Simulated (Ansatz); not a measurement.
SiO2 in space group P3_121 (No. 152; O on 6c, Si on 3a), plane-wave PAW LDA (Ansatz code). The conduction-band minimum lies at Γ, with 1 equivalent valley. Second derivatives d²E/dk² of the lowest band at one valley (eV·Å²), along Cartesian directions:

| direction | d²E/dk² |
|---|---|
| [100] | 15.25 |
| [010] | 15.25 |
| [001] | 15.64 |
| [110] | 15.25 |
| [101] | 15.44 |
| [011] | 15.44 |

Task: Find the principal effective masses, the density-of-states mass and the conductivity mass.

Result: Off-diagonal terms follow from H_xy = H[110] − (H_xx + H_yy)/2, and m*/mₑ = 7.620 eV·Å² over each eigenvalue: 0.49, 0.50, 0.50. One valley's DOS mass (m₁m₂m₃)^(1/3) = 0.50, conductivity mass 3/(Σ 1/mᵢ) = 0.50 mₑ.

Task: What effective density of states Nc follows at 300 K for parabolic valleys?

Result: Nc = 2.509e19 × 1 × (0.50)^(3/2) ≈ 8.9e18 cm⁻³.

Task: With the computed static dielectric constant 4.75 (mean of the diagonal), estimate a hydrogenic donor's binding energy and radius.

Result: E = 13.606 eV × 0.50/4.75² ≈ 300 meV; a = 0.529 Å × ε/m* ≈ 5.0 Å. Semilocal masses tend to be too small where the gap is.

The cell was relaxed with LDA under the symmetry of its start; phonons on a q-mesh show no instability.

Potentials: the later of the program's two PAW sets.
